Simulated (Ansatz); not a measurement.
BiAu$_{2}$ (cubic Laves (MgCu2 type), space group No. 227), DFT-PBEsol in the program Ansatz with PAW potentials, all energies at zero smearing, with the estimated change up to a 700 eV cutoff added, with one set of potentials and settings (totals compare only within such a set). Cell of 6 atoms (2 Bi, 4 Au): -76512.777 eV.

| element | reference phase | E (eV/atom) |
|---|---|---|
| Bi | R-3m, 2 atoms in the cell | -12242.0039 |
| Au | Fm-3m, 1 atoms in the cell | -13007.0999 |

Formation energy per atom, worked out: (-76512.777 − 2×(-12242.0039) − 4×(-13007.0999))/6 = -0.062 eV/atom (-6 kJ per mol of atoms), at 0 K, without zero-point energy or fitted corrections.

Space group Fd-3m (cubic Laves (MgCu2 type)). The workflow started from a Materials Project entry (that database holds measured and hypothetical structures alike); the Crystallography Open Database files this formula in space group No. 227, but the cells were not matched. Whether it is the stable phase at ambient conditions was not checked. Symmetry was held in the PBEsol relaxation; of distortions, only those at the zone centre were tested. The references are the lowest solids computed at this level, not always the standard phases. Scalar-relativistic: spin–orbit coupling is off unless named, which matters more the heavier the elements.

Potentials: the later of the program's two PAW sets.
